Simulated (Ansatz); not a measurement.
The elements of this relaxed trial crystal are hidden behind letters.

```
lattice vectors (Å)
  -4.1780    4.1780    4.1780
   4.1780   -4.1780    4.1780
   4.1780    4.1780   -4.1780
fractional positions
X 0.2500 0.1250 0.8750
X 0.8750 0.2500 0.1250
X 0.7500 0.3750 0.6250
X 0.6250 0.7500 0.3750
X 0.1250 0.8750 0.2500
X 0.3750 0.6250 0.7500
Z 0.4791 0.4791 0.4791
Z 0.5209 0.5000 0.0000
Z 0.5000 0.0000 0.0209
Z 0.0000 0.5209 0.5000
Z 0.0209 0.5000 0.0000
Z 0.9791 0.9791 0.9791
Z 0.0000 0.0209 0.5000
Z 0.5000 0.0000 0.5209
```

The calculation used DFT PBE, scalar-relativistic, plane waves, PAW in Ansatz. Plane waves to 420 eV, a 6×6×6 mesh through Γ for the 14-atom cell and 0.10 eV Gaussian smearing; no spin polarisation.

- Space group: I-43d (No. 220)
- Conventional cell: a = 8.356 Å
- Volume per atom: 20.84 Å³
- Density: 3.89 g/cm³
- Formation energy: +0.19 eV/atom
- Gap on the 6×6×6 mesh of the 14-atom cell: 0 eV (the bands meet within 0.015 eV)

Energies are uncorrected and count from the elements' standard states at the same level.

Task: X is a p-block element of period 4 and Z is a p-block element of period 3. Which elements are they?

Result: X = Ge, Z = P, so the formula is Ge3P4. Density times volume gives a mean mass of 3.89 × 20.84/1.6605 = 48.8 u per atom, and this set has 48.8 u. Among the elements that the hints allow, noble gases aside, only these give it. Ge has 4 P at 2.38 Å; P has 3 Ge at 2.38 Å.

The zero gap may come from the functional, which often closes small gaps. Symmetry constrained the relaxation, so the result can be a saddle point.
